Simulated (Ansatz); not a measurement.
Input:

Sr:
```yaml
crystal:
  lattice:
    - [-2.40520, 2.40520, 2.40520]
    - [2.40520, -2.40520, 2.40520]
    - [2.40520, 2.40520, -2.40520]
  atoms:
    - { symbol: Sr, position: [0.00000, 0.00000, 0.00000] }
```

This is the r²SCAN-relaxed structure.

### Question
All from DFT-r²SCAN in the program Ansatz with PAW potentials, unless another level is named. Predict the density of states at the Fermi level.

### Answer
1.0 states/eV per atom (mean over ±0.08 eV).

### Question
And the gap with spin–orbit coupling?

### Answer
none (metallic).

Space group Im-3m (bcc (W type)). This is a known high-temperature phase of the composition, computed here at zero pressure and temperature. The cell was relaxed with r²SCAN under the symmetry of its start; phonons on a q-mesh show no instability. Spin–orbit coupling is left out wherever it is not named.

Potentials: the later of the program's two PAW sets.
